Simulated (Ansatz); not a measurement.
A relaxation of cell and atoms of Ga2GeO4 in the borrowed K2MgH4 type (No. 139) with the plane-wave code Ansatz, at the level PBEsol. It starts from a supercell of the end of a PBEsol relaxation, slightly strained and with each coordinate displaced at random by about 0.15 Å.

```yaml
crystal:
  lattice:
    - [-1.8547292272, 1.8570769519, 5.3360362251]
    - [1.8702545724, -1.9626765677, 5.3785251157]
    - [1.872914688, 1.9808620285, -5.3730790484]
  atoms:
    - { symbol: Ga, position: [0.6488103629, 0.728258829, 0.0996349967] }
    - { symbol: Ga, position: [0.3619293772, 0.3217258604, -0.003242337] }
    - { symbol: Ge, position: [0.0098363847, -0.06184003, -0.0892598686] }
    - { symbol: O, position: [-0.0153512116, 0.5313686348, 0.480040885] }
    - { symbol: O, position: [0.4394326955, -0.0548596306, 0.38516595] }
    - { symbol: O, position: [0.897960023, 0.8353347632, 0.0747892285] }
    - { symbol: O, position: [0.1001349416, 0.1288343265, -0.0747607286] }
kpoints:
  mp_grid: { grid: [6, 6, 6] }
hamiltonian:
  xc: pbesol
scf:
  occupations: { method: fermi_dirac, width: 0.05 }
relax:
  f_tol: 0.01
  cell: {}
  max_steps: 120
```

Of the 45 recorded frames of the trajectory, 20 are shown, each with fractional positions and then forces in eV/Å along x, y and z. Some frames, the last among them, repeat a geometry solved again on a basis re-selected at its cell; pressure is positive in compression.

Step 1: energy 0.0 meV/atom from step 1, largest force component 19.153 eV/Å, pressure +39.76 GPa; a = 5.947 Å, b = 6.023 Å, c = 6.025 Å, α = 143.80°, β = 142.61°, γ = 52.94°
```
Ga 0.6488 0.7283 0.0996    -1.121   0.557   1.897
Ga 0.3619 0.3217 0.9968    -0.168  -0.432  -0.222
Ge 0.0098 0.9382 0.9107    10.418   1.460 -19.153
O  0.9846 0.5314 0.4800   -13.344  -1.454  -0.610
O  0.4394 0.9451 0.3852     0.608   3.655   1.019
O  0.8980 0.8353 0.0748     0.284  -0.924  -1.842
O  0.1001 0.1288 0.9252     3.324  -2.862  18.912
```

Step 2: energy -496.9 meV/atom from step 1, largest force component 8.295 eV/Å, pressure +11.59 GPa; a = 6.060 Å, b = 6.075 Å, c = 5.940 Å, α = 142.73°, β = 142.14°, γ = 53.76°
```
Ga 0.6559 0.7172 0.0923    -0.465   0.914   1.438
Ga 0.3314 0.3273 0.9657    -0.303  -0.223  -0.452
Ge 0.0257 0.9408 0.9386     5.211   0.783  -8.295
O  0.9847 0.5151 0.4717    -5.421  -0.739   0.035
O  0.4781 0.9540 0.4231     0.260   0.856   0.616
O  0.8760 0.8368 0.0679     0.080  -0.245  -0.573
O  0.0910 0.1376 0.9131     0.639  -1.346   7.231
```

Step 3: energy -698.7 meV/atom from step 1, largest force component 4.583 eV/Å, pressure +8.38 GPa; a = 5.919 Å, b = 5.969 Å, c = 5.811 Å, α = 142.54°, β = 139.89°, γ = 54.54°
```
Ga 0.7106 0.7170 0.1399    -0.050   0.713   0.074
Ga 0.3093 0.3000 0.9176    -0.037   0.173  -0.019
Ge 0.0156 0.9548 0.9617     2.982   1.153  -4.583
O  0.9762 0.5084 0.4623    -2.887  -0.690   0.277
O  0.4801 0.9732 0.4272    -0.044  -0.033   0.630
O  0.8730 0.8490 0.0795    -0.037  -0.318  -0.002
O  0.0779 0.1265 0.8842     0.073  -0.999   3.623
```

Step 4: energy -802.3 meV/atom from step 1, largest force component 1.546 eV/Å, pressure +5.70 GPa; a = 5.952 Å, b = 5.911 Å, c = 5.818 Å, α = 142.92°, β = 138.50°, γ = 54.77°
```
Ga 0.7621 0.7178 0.1908    -0.345  -0.457  -0.161
Ga 0.3053 0.2841 0.9004     0.288   0.591   0.235
Ge 0.0072 0.9672 0.9860     1.109   1.546  -0.846
O  0.9597 0.4994 0.4402    -1.299  -0.348   0.086
O  0.4828 0.9897 0.4228    -0.305  -1.048   0.283
O  0.8656 0.8564 0.0784    -0.165  -0.319  -0.697
O  0.0601 0.1144 0.8537     0.717   0.034   1.100
```

Step 5: energy -868.1 meV/atom from step 1, largest force component 1.955 eV/Å, pressure -0.06 GPa; a = 5.936 Å, b = 5.943 Å, c = 5.898 Å, α = 143.70°, β = 136.87°, γ = 55.25°
```
Ga 0.7797 0.7134 0.2031    -0.081  -0.344   0.126
Ga 0.3463 0.3088 0.9668     0.046   0.282  -0.047
Ge 0.0094 0.9687 0.9998     0.188   1.955   0.433
O  0.9459 0.4921 0.4195    -0.145  -0.167  -0.325
O  0.4715 0.9871 0.3872    -0.271  -1.123  -0.272
O  0.8390 0.8309 0.0362    -0.160  -0.473  -0.222
O  0.0510 0.1279 0.8597     0.423  -0.130   0.308
```

Step 6: energy -914.1 meV/atom from step 1, largest force component 1.630 eV/Å, pressure -1.11 GPa; a = 5.908 Å, b = 5.923 Å, c = 5.910 Å, α = 144.22°, β = 135.72°, γ = 55.30°
```
Ga 0.7876 0.7176 0.2088    -0.108  -0.120   0.133
Ga 0.3891 0.2964 0.0090     0.030   0.090   0.227
Ge 0.0207 0.9748 0.0172    -0.435   1.630   0.662
O  0.9375 0.4947 0.4146     0.486   0.084  -0.382
O  0.4618 0.9729 0.3598    -0.129  -0.864  -0.117
O  0.8063 0.8232 0.9969     0.021  -0.507  -0.236
O  0.0397 0.1493 0.8661     0.136  -0.312  -0.287
```

Q: How does the relaxation go on, and where does it end?

A: The middle of the trajectory is left out here.
Step 7: energy -929.9 meV/atom from step 1, largest force component 1.119 eV/Å, pressure -2.62 GPa; a = 5.885 Å, b = 5.880 Å, c = 5.890 Å, α = 144.86°, β = 133.95°, γ = 55.55°
```
Ga 0.7971 0.7165 0.2103    -0.248   0.335   0.263
Ga 0.4363 0.2948 0.0520     0.130  -0.448  -0.037
Ge 0.0508 0.9804 0.0550    -0.982  -1.008   0.289
O  0.9328 0.4968 0.4199     1.119   0.468  -0.653
O  0.4568 0.9529 0.3270     0.072   0.274   0.226
O  0.7538 0.8103 0.9383     0.349   0.376   0.343
O  0.0152 0.1770 0.8699    -0.440   0.004  -0.431
```

Step 8: energy -943.6 meV/atom from step 1, largest force component 0.786 eV/Å, pressure -1.06 GPa; a = 5.967 Å, b = 5.953 Å, c = 5.976 Å, α = 146.15°, β = 134.93°, γ = 54.49°
```
Ga 0.8050 0.6925 0.1957     0.103  -0.485   0.128
Ga 0.4214 0.2729 0.0013     0.001   0.289  -0.302
Ge 0.0518 0.9738 0.0434     0.034  -0.169  -0.577
O  0.9058 0.4929 0.4246    -0.134  -0.234   0.786
O  0.4624 0.9905 0.3385    -0.269   0.100  -0.199
O  0.7929 0.8408 0.0039     0.086  -0.286   0.056
O  0.0035 0.1653 0.8649     0.179   0.785   0.108
```

Step 9: energy -958.8 meV/atom from step 1, largest force component 0.323 eV/Å, pressure +0.71 GPa; a = 5.966 Å, b = 5.911 Å, c = 5.919 Å, α = 145.73°, β = 135.30°, γ = 54.32°
```
Ga 0.7947 0.7001 0.1891    -0.069   0.323  -0.252
Ga 0.4255 0.2869 0.0318     0.090  -0.150   0.030
Ge 0.0462 0.9706 0.0361     0.060  -0.008  -0.068
O  0.9168 0.4968 0.4212    -0.159  -0.089   0.063
O  0.4606 0.9685 0.3355     0.002   0.249   0.183
O  0.7796 0.8412 0.9886    -0.009  -0.235   0.081
O  0.0193 0.1647 0.8702     0.084  -0.090  -0.037
```

Step 10: energy -961.3 meV/atom from step 1, largest force component 0.300 eV/Å, pressure +0.50 GPa; a = 5.978 Å, b = 5.919 Å, c = 5.933 Å, α = 146.05°, β = 135.28°, γ = 54.37°
```
Ga 0.7936 0.6962 0.1850    -0.080   0.281  -0.158
Ga 0.4256 0.2902 0.0370     0.061  -0.121   0.022
Ge 0.0487 0.9703 0.0385     0.041  -0.090  -0.145
O  0.9150 0.4959 0.4183    -0.126  -0.078  -0.041
O  0.4621 0.9755 0.3391     0.021   0.300   0.170
O  0.7770 0.8376 0.9830     0.009  -0.192   0.032
O  0.0208 0.1631 0.8713     0.075  -0.100   0.121
```

Step 36: energy -1387.9 meV/atom from step 1, largest force component 0.036 eV/Å, pressure -0.23 GPa; a = 7.969 Å, b = 6.324 Å, c = 6.972 Å, α = 154.38°, β = 144.46°, γ = 43.60°
```
Ga 0.7713 0.6446 0.1182    -0.008   0.016  -0.008
Ga 0.3314 0.4343 0.1754    -0.020   0.002  -0.019
Ge 0.2280 0.8183 0.0803    -0.010   0.000   0.036
O  0.0297 0.3909 0.3828    -0.016   0.029   0.008
O  0.5428 0.0066 0.3921     0.020  -0.007  -0.002
O  0.5417 0.8845 0.8833     0.030  -0.016  -0.006
O  0.9978 0.2497 0.8404     0.004  -0.023  -0.011
```

Step 37 (rejected): energy -1388.0 meV/atom from step 1, largest force component 0.072 eV/Å, pressure +0.12 GPa; a = 7.966 Å, b = 6.309 Å, c = 6.960 Å, α = 154.32°, β = 144.41°, γ = 43.70°
```
Ga 0.7720 0.6437 0.1192     0.009  -0.024   0.072
Ga 0.3309 0.4346 0.1758     0.003   0.015  -0.005
Ge 0.2285 0.8166 0.0787    -0.005   0.033  -0.032
O  0.0319 0.3901 0.3826     0.011  -0.024  -0.005
O  0.5435 0.0067 0.3932    -0.006   0.010  -0.011
O  0.5401 0.8853 0.8836    -0.010  -0.012   0.010
O  0.9959 0.2517 0.8393    -0.001   0.003  -0.029
```

Step 38: energy -1388.0 meV/atom from step 1, largest force component 0.009 eV/Å, pressure +0.01 GPa; a = 7.967 Å, b = 6.320 Å, c = 6.969 Å, α = 154.37°, β = 144.45°, γ = 43.63°
```
Ga 0.7714 0.6446 0.1185    -0.004  -0.002  -0.002
Ga 0.3310 0.4343 0.1754    -0.002  -0.001   0.002
Ge 0.2285 0.8172 0.0797    -0.005  -0.008   0.007
O  0.0309 0.3903 0.3827    -0.001   0.009  -0.005
O  0.5432 0.0070 0.3928     0.003   0.001  -0.003
O  0.5409 0.8851 0.8834     0.004   0.003  -0.004
O  0.9969 0.2503 0.8398     0.005   0.000   0.006
```

Step 39: energy -1392.1 meV/atom from step 1, largest force component 0.011 eV/Å, pressure +0.22 GPa; a = 7.967 Å, b = 6.320 Å, c = 6.969 Å, α = 154.37°, β = 144.45°, γ = 43.63°
```
Ga 0.7714 0.6446 0.1185    -0.003  -0.003  -0.001
Ga 0.3310 0.4343 0.1754     0.001   0.001   0.005
Ge 0.2285 0.8172 0.0797    -0.007  -0.009   0.005
O  0.0309 0.3903 0.3827    -0.003   0.011  -0.002
O  0.5432 0.0070 0.3928     0.010  -0.003  -0.008
O  0.5409 0.8851 0.8834     0.003   0.003  -0.006
O  0.9969 0.2503 0.8398    -0.001   0.000   0.007
```

Step 40: energy -1392.4 meV/atom from step 1, largest force component 0.010 eV/Å, pressure +0.08 GPa; a = 8.033 Å, b = 6.319 Å, c = 6.997 Å, α = 154.45°, β = 144.67°, γ = 43.48°
```
Ga 0.7715 0.6444 0.1186    -0.001   0.001   0.002
Ga 0.3283 0.4356 0.1749     0.000   0.000   0.002
Ge 0.2312 0.8148 0.0791     0.000  -0.001   0.003
O  0.0343 0.3886 0.3826    -0.001   0.004   0.006
O  0.5453 0.0042 0.3931    -0.004  -0.004  -0.008
O  0.5374 0.8868 0.8833     0.001  -0.002  -0.010
O  0.9948 0.2543 0.8408     0.005   0.002   0.005
```

Step 41: energy -1392.3 meV/atom from step 1, largest force component 0.026 eV/Å, pressure -0.10 GPa; a = 8.052 Å, b = 6.322 Å, c = 7.000 Å, α = 154.45°, β = 144.68°, γ = 43.51°
```
Ga 0.7716 0.6443 0.1187     0.002  -0.003   0.006
Ga 0.3269 0.4354 0.1734    -0.001   0.004  -0.026
Ge 0.2325 0.8151 0.0802     0.002   0.001   0.018
O  0.0369 0.3895 0.3844    -0.003   0.006  -0.017
O  0.5468 0.0029 0.3942     0.002   0.013  -0.004
O  0.5346 0.8856 0.8812     0.001  -0.011   0.022
O  0.9934 0.2561 0.8402    -0.005  -0.010   0.001
```

Step 42: energy -1392.3 meV/atom from step 1, largest force component 0.005 eV/Å, pressure +0.01 GPa; a = 8.055 Å, b = 6.320 Å, c = 7.001 Å, α = 154.46°, β = 144.70°, γ = 43.47°
```
Ga 0.7715 0.6443 0.1186     0.002  -0.002  -0.001
Ga 0.3266 0.4354 0.1734     0.003  -0.001   0.003
Ge 0.2328 0.8149 0.0803     0.000  -0.002  -0.005
O  0.0370 0.3893 0.3845    -0.001   0.002   0.003
O  0.5471 0.0027 0.3945     0.000   0.000   0.002
O  0.5346 0.8860 0.8813    -0.002   0.004  -0.002
O  0.9931 0.2561 0.8399    -0.002  -0.001   0.000
```

Step 43: energy -1392.7 meV/atom from step 1, largest force component 0.005 eV/Å, pressure +0.02 GPa; a = 8.055 Å, b = 6.320 Å, c = 7.001 Å, α = 154.46°, β = 144.70°, γ = 43.47°
```
Ga 0.7715 0.6443 0.1186     0.002  -0.003  -0.001
Ga 0.3266 0.4354 0.1734     0.004   0.000   0.003
Ge 0.2328 0.8149 0.0803     0.000  -0.002  -0.005
O  0.0370 0.3893 0.3845    -0.001   0.002   0.003
O  0.5471 0.0027 0.3945     0.001   0.000   0.002
O  0.5346 0.8860 0.8813    -0.002   0.004  -0.002
O  0.9931 0.2561 0.8399    -0.003  -0.001   0.000
```

Step 44: energy -1392.6 meV/atom from step 1, largest force component 0.003 eV/Å, pressure 0.00 GPa; a = 8.064 Å, b = 6.320 Å, c = 7.004 Å, α = 154.47°, β = 144.73°, γ = 43.45°
```
Ga 0.7715 0.6443 0.1185     0.002   0.000  -0.001
Ga 0.3261 0.4356 0.1732     0.002  -0.002  -0.003
Ge 0.2333 0.8146 0.0804     0.001  -0.002  -0.001
O  0.0377 0.3894 0.3849    -0.001   0.001  -0.001
O  0.5475 0.0022 0.3946     0.000   0.001   0.001
O  0.5339 0.8860 0.8809    -0.002   0.001   0.002
O  0.9927 0.2567 0.8398    -0.001   0.001   0.003
```

Step 45: energy -1392.7 meV/atom from step 1, largest force component 0.003 eV/Å, pressure +0.01 GPa; a = 8.064 Å, b = 6.320 Å, c = 7.004 Å, α = 154.47°, β = 144.73°, γ = 43.45°
```
Ga 0.7715 0.6443 0.1185     0.002   0.000  -0.001
Ga 0.3261 0.4356 0.1732     0.002  -0.002  -0.002
Ge 0.2333 0.8146 0.0804     0.001  -0.002  -0.001
O  0.0377 0.3894 0.3849    -0.002   0.001  -0.001
O  0.5475 0.0022 0.3946     0.000   0.001   0.001
O  0.5339 0.8860 0.8809    -0.002   0.001   0.002
O  0.9927 0.2567 0.8398    -0.001   0.001   0.003
```

In 40 steps the volume changed by +15.4 %; between the first SCF and the last, each on a basis chosen for its cell, the energy fell by 1393 meV an atom. Final cell: it is monoclinic, Pm (No. 6); a = 4.676 Å, b = 3.019 Å, c = 6.320 Å, β = 95.7° in the conventional setting, 12.68 Å³ an atom. Around Ga lie 6 O at 1.92–2.13 Å; around Ga lie 3 O at 1.83–1.84 Å and 1 Ge at 2.48 Å; around Ge lie 3 O at 1.79–1.85 Å and 1 Ga at 2.48 Å; around O lie 2 Ge at 1.85 Å and 1 Ga at 2.13 Å; around O lie 1 Ge at 1.79 Å and 2 Ga at 2.00 Å; around O lie 3 Ga at 1.84–1.98 Å; around O lie 3 Ga at 1.83–1.93 Å.

Run as `ansatz run input.yaml --threads 4 --pin off --max-ram 4608MiB --backend cpu --events-out ev --progress --plain --runs-dir out`.

Q: What wall time did it need on 4 threads of Arm Neoverse V1, with other jobs on the host, load about 0.9 per core, and what peak of host memory did it reach?

A: About 7.6 min, with a peak of 0.61 GiB.

Computed, not measured; no magnetism was allowed, and whether the structure is a known phase isn't checked.
